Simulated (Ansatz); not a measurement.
Input and command of a calculation in Ansatz (plane waves; scalar-relativistic PAW potentials unless the input names others):

```yaml
crystal:
  lattice:
    - [3.4918934696, 0.0, 0.0]
    - [0.0, 3.4918934696, 0.0]
    - [0.0, 0.0, 3.4918934696]
  atoms:
    - { symbol: Co, position: [0.5, 0.5, 0.0], spin: -0.53 }
    - { symbol: Co, position: [0.5, 0.0, 0.5], spin: -0.53 }
    - { symbol: Co, position: [0.0, 0.5, 0.5], spin: -0.53 }
    - { symbol: W, position: [0.0, 0.0, 0.0], spin: 0.2 }
basis:
  ecutwfc: 500
kpoints:
  mp_grid: { grid: [12, 12, 12] }
  KSPACING: 0.3
hamiltonian:
  xc: r2scan
scf:
  occupations: { method: gaussian, width: 0.1 }
  max_iter: 75
output:
  forces: true
  eigenvalues: true
  stress: true
magnetization:
  spin_polarized: true
```

```bash
ansatz run input.yaml --threads 1 --pin off --max-ram 2560MiB --backend cpu --events-out ev --progress --plain --runs-dir out
```

Q: What will the program do with this input?

A: The program refuses it, because of a keyword of another program (kpoints.KSPACING: not typed → 0.3). Without that key it is accepted.

Abridged log:
```
Error: YAML parse error: error: line 15 column 3: unknown field `KSPACING`, expected one of mp_grid, list, band_path, initial_grid, further_shifts
  --> <input>:15:3
   |
13 | kpoints:
14 |   mp_grid: { grid: [12, 12, 12] }
15 |   KSPACING: 0.3
   |   ^ unknown field `KSPACING`, expected one of mp_grid, list, band_path, initial_grid, further_shifts
16 | hamiltonian:
17 |   xc: r2scan
   |
```